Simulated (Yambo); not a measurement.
Yambo input for NaOH (space group P2_1/m, No. 11) (a = 3.3674 Å, b = 3.4408 Å, c = 5.3010 Å, α = γ = 90.00°, β = 102.92°), on norm-conserving PBEsol (Quantum ESPRESSO, 88 Ry, scalar-relativistic) wavefunctions on a 8×8×4 mesh:

```
optics
chi
dipoles
kernel
FFTGvecs= 40 Ry
Chimod= "HARTREE"
NGsBlkXd= 3 Ry
% QpntsRXd
 1 | 1 |
%
% BndsRnXd
 3 | 51 |
%
GrFnTpXd= "R"
% EnRngeXd
 0.0 | 20.0 | eV
%
% DmRngeXd
 0.2 | 0.2 | eV
%
CGrdSpXd= 50
ETStpsXd= 161
% LongDrXd
 0.0 | 0.0 | 1.0 |
%
```

First lines of the file o-*.eps_q1_inv_rpa_dyson:

```
Absorption @ Q(1):   0.00000000     0.00000000     1.00000000    [q->0 direction]
#
# [ X ] Hartree size     :   39
# [GEN] GF Energies     : Perdew, Burke & Ernzerhof SOL(X)+Perdew, Burke & Ernzerhof SOL(C)
# [GEN] Green`s Function     : Retarded
#
# [GEN] Gauge     : Length
# [GEN] [r,Vnl] included     : yes
#
#    E[1] [eV]     Im(eps)     Re(eps)     Im(eps_o)     Re(eps_o)
#
     0.000000     0.166651E-6     2.303422     -0.66731E-19     2.571216
     0.125000     0.709800E-3     2.303643     0.917362E-3     2.571502
     0.250000     0.001422     2.304306     0.001838     2.572359
     0.375000     0.002141     2.305415     0.002767     2.573793
     0.500000     0.002868     2.306974     0.003707     2.575808
     0.625000     0.003608     2.308990     0.004663     2.578414
     0.750000     0.004363     2.311471     0.005639     2.581620
     0.875000     0.005138     2.314427     0.006639     2.585441
     1.000000     0.005936     2.317872     0.007670     2.589893
     1.125000     0.006763     2.321823     0.008736     2.594997
     1.250000     0.007623     2.326297     0.009845     2.600777
     1.375000     0.008522     2.331317     0.011004     2.607260
     1.500000     0.009468     2.336909     0.012221     2.614480
     1.625000     0.010469     2.343104     0.013508     2.622477
     1.750000     0.011536     2.349939     0.014877     2.631295
     1.875000     0.012680     2.357456     0.016343     2.640988
     2.000000     0.013918     2.365707     0.017925     2.651622
     2.125000     0.015270     2.374754     0.019647     2.663272
     2.250000     0.016762     2.384671     0.021542     2.676030
     2.375000     0.018430     2.395550     0.023652     2.690010
     2.500000     0.020325     2.407507     0.026036     2.705352
     2.625000     0.022518     2.420688     0.028778     2.722233
     2.750000     0.025123     2.435281     0.032010     2.740882
     2.875000     0.028321     2.451539     0.035940     2.761597
     3.000000     0.032432     2.469797     0.040933     2.784778
     3.125000     0.038076     2.490481     0.047693     2.810930
     3.250000     0.046566     2.513968     0.057701     2.840510
     3.375000     0.060677     2.539462     0.074074     2.872675
     3.500000     0.082449     2.560292     0.099108     2.900063
     3.625000     0.096984     2.572046     0.116328     2.917958
     3.750000     0.105396     2.599659     0.127408     2.954073
     3.875000     0.134873     2.635939     0.162871     2.999996
     4.000000     0.180292     2.652021     0.216641     3.022798
```
(The file goes on to the top of the energy range.) Convergence of the RPA response with its 8×8×4 mesh was not tested.

Geometry relaxed with PBE+D3(BJ).
